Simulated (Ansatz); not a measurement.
Values for one crystal, relaxed and computed with the program Ansatz at the r²SCAN+D4 level (PAW); other levels are named.

Volume per atom: 27.19 Å³
Band gap: 2.90 eV (smallest direct gap 2.91 eV)
Electron effective mass: 0.45 mₑ (isotropic)
Electron effective mass with spin–orbit coupling: 0.45 mₑ (isotropic)
Formation energy from the elements (no fitted shifts): -1.20 eV/atom
HSE06 gap on the r²SCAN+D4 cell: 3.55 eV
Hole effective mass with spin–orbit coupling, band 2 of 2 at the edge: 1.00 along [100], 1.2 along [110], 1.4 along [111] (mₑ)

### Question
Pick the material that matches.
(A) Tl3CrF6, Fm-3m (Cr on 4a, Tl on 8c, Tl on 4b, F on 24e)
(B) TlI, CsCl type
(C) FeCl3, P1 (Pearson symbol aP8)
(D) Tl2SnCl6, Fm-3m (Tl on 8c, Sn on 4a, Cl on 24e)

### Answer
D, Tl2SnCl6, Fm-3m (Tl on 8c, Sn on 4a, Cl on 24e)

The workflow started from a Materials Project entry (that database holds measured and hypothetical structures alike); the Crystallography Open Database files this formula in space group No. 225, but the cells were not matched. Whether it is the stable phase at ambient conditions was not checked. The r²SCAN+D4 relaxation kept the symmetry of its start; its stability against distortions is not shown here. The references are the lowest solids computed at this level, not always the standard phases (solids in place of the gases). Scalar-relativistic: spin–orbit coupling is off unless named, which matters more the heavier the elements.

Potentials: the later of the program's two PAW sets.
